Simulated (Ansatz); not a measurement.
TaZn2N3 in space group Cmc2_1 (No. 36; Ta on 4a, Zn on 8b, N on 8b, N on 4a), the program Ansatz at the PBE level (PAW), all energies at zero smearing, with the estimated change up to a 700 eV cutoff added, with one set of potentials and settings (totals compare only within such a set). Cell of 12 atoms (2 Ta, 4 Zn, 6 N): -35450.613 eV.

```json
[
 {"element": "Ta", "reference phase": "Im-3m, 1 atoms in the cell", "E (eV/atom)": "-9932.2522"},
 {"element": "Zn", "reference phase": "C2/m, 3 atoms in the cell", "E (eV/atom)": "-3319.0295"},
 {"element": "N", "reference phase": "Pa-3, 8 atoms in the cell", "E (eV/atom)": "-384.0325"}
]
```

Formation energy per atom, worked out: (-35450.613 − 2×(-9932.2522) − 4×(-3319.0295) − 6×(-384.0325))/12 = -0.483 eV/atom (-47 kJ per mol of atoms), at 0 K, without zero-point energy or fitted corrections.

The first step of the workflow began from a Materials Project structure, measured or hypothetical; the Crystallography Open Database copy checked does not list it. Whether it is the stable phase at ambient conditions was not checked. Symmetry was held in the PBE relaxation; its stability against distortions is not shown here. No spin polarisation was allowed. The references are the lowest solids computed at this level, not always the standard phases (solids in place of the gases). Scalar-relativistic: spin–orbit coupling is off unless named, which matters more the heavier the elements.

Potentials: the later of the program's two PAW sets.
